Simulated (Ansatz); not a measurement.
Here is the system:

NbB₂ in space group P6/mmm (No. 191; Nb on 1a, B on 2d), a = b = 3.073 Å, c = 3.279 Å, α = β = 90.00°, γ = 120.00°.

This is the LDA-relaxed structure.

Q: All from the program Ansatz at the LDA level (PAW), unless another level is named. Give the highest zone-centre frequency.

A: 815 cm⁻¹.

Q: And the Debye temperature from the elastic constants?

A: 896 K.

The first step of the workflow began from a Materials Project structure, measured or hypothetical; the Crystallography Open Database files this formula in space group No. 191, but the cells were not matched. Its standing as an ambient phase is unchecked. The cell was relaxed with LDA under the symmetry of its start; its stability against distortions is not shown here. The run is not spin-polarised. As this level gives no gap, shear constants depend on the k-mesh and smearing (Fermi–Dirac, 0.1 eV here). As this level gives no gap, phonon frequencies hold no LO–TO term and depend on the k-mesh and smearing (Fermi–Dirac, 0.1 eV here).

Potentials: the later of the program's two PAW sets.
